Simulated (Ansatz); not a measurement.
**SnO: do energies and stresses tell the same story?**

Level of theory: Ansatz 0.2.0, DFT PBEsol, scalar-relativistic, plane waves, PAW.

Plane waves to 420 eV, a k mesh through Γ of 12×12×10 on the computed 4-atom cell and Gaussian smearing (0.10 eV); no spin polarisation.

Relaxed cell: P4/nmm, a = 3.805 Å, b = 3.805 Å, c = 4.752 Å, α = 90.00°, β = 90.00°, γ = 90.00°, 4 atoms in the primitive cell.

Energies at zero smearing and pressures from the stress tensor, at volumes with shape and atoms relaxed:
```
V (Å³/atom) E − E(first) (meV/atom) P (GPa)
     16.170                     0.00     2.53
     16.687                    -5.88     1.13
     17.203                    -7.65     0.01
     17.719                    -6.26    -0.91
     18.235                    -2.50    -1.54
```

Q: Check P = −dE/dV between neighbouring volumes, and get the bulk modulus from the pressures alone.

A: With 1 eV/Å³ = 160.2 GPa:
```json
{"middle V (Å³/atom)": "16.429", "−ΔE/ΔV (GPa)": "1.825", "mean P (GPa)": "1.825"}
{"middle V (Å³/atom)": "16.945", "−ΔE/ΔV (GPa)": "0.549", "mean P (GPa)": "0.566"}
{"middle V (Å³/atom)": "17.461", "−ΔE/ΔV (GPa)": "-0.430", "mean P (GPa)": "-0.454"}
{"middle V (Å³/atom)": "17.977", "−ΔE/ΔV (GPa)": "-1.169", "mean P (GPa)": "-1.227"}
```

The two differ by 0.06 GPa at most. The mean of two end pressures misses the average over a step by about ΔV² P″/12, up to 0.03 GPa here; with that taken off 0.09 GPa remains, from the smearing term (the stress is the derivative of the free energy), the finite cutoff, the mesh or the relaxation's tolerance. Around V = 17.203 Å³/atom, the two neighbours give B = −V ΔP/ΔV = 17.203 × 2.04 / 1.032 = 34.0 GPa, against B0 = 32.3 GPa from the Birch–Murnaghan fit of the energies.